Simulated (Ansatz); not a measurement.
SbTePd:
```yaml
crystal:
  lattice:
    - [6.64093, 0.00000, 0.00000]
    - [0.00000, 6.64093, 0.00000]
    - [0.00000, 0.00000, 6.64093]
  atoms:
    - { symbol: Sb, position: [0.62702, 0.62702, 0.62702] }
    - { symbol: Sb, position: [0.87298, 0.37298, 0.12702] }
    - { symbol: Sb, position: [0.12702, 0.87298, 0.37298] }
    - { symbol: Sb, position: [0.37298, 0.12702, 0.87298] }
    - { symbol: Te, position: [0.37392, 0.37392, 0.37392] }
    - { symbol: Te, position: [0.12608, 0.62608, 0.87392] }
    - { symbol: Te, position: [0.87392, 0.12608, 0.62608] }
    - { symbol: Te, position: [0.62608, 0.87392, 0.12608] }
    - { symbol: Pd, position: [0.00386, 0.00386, 0.00386] }
    - { symbol: Pd, position: [0.49614, 0.99614, 0.50386] }
    - { symbol: Pd, position: [0.50386, 0.49614, 0.99614] }
    - { symbol: Pd, position: [0.99614, 0.50386, 0.49614] }
```

Relaxed with PBE. Special points in fractions of this cell's reciprocal vectors: Γ (0.000, 0.000, 0.000); X (0.000, 0.500, 0.000); M (0.500, 0.500, 0.000); R (0.500, 0.500, 0.500); X1 (0.500, 0.000, 0.000).

List the band energies nearest the Fermi level at these points for plane-wave PAW PBE (Ansatz code).

In eV from the Fermi level; about four levels below and three above (degenerate sets whole), none deeper than 8.9 eV; points with the same levels are listed once.

| k | below | above |
|---|---|---|
| Γ | -1.10 -1.10 -1.10 -1.03 -1.03 -1.03 | 0.35 1.76 1.76 1.76 |
| X | -1.46 -1.46 -0.28 -0.28 | 0.49 0.49 1.24 1.24 |
| M | -1.38 -1.38 -1.22 -1.22 | 0.43 0.43 0.46 0.46 |
| R | -0.88 -0.88 -0.88 -0.88 | 1.39 1.39 1.39 1.39 |

Space group P2_13. The first step of the workflow began from a Materials Project structure, measured or hypothetical; the Crystallography Open Database files this formula in space group No. 198, but the cells were not matched. Whether it is the stable phase at ambient conditions was not checked. The cell was relaxed with PBE under the symmetry of its start; whether a distortion lowers the energy is not shown. The run is not spin-polarised. Spin–orbit coupling is left out wherever it is not named.

Potentials: the later of the program's two PAW sets.
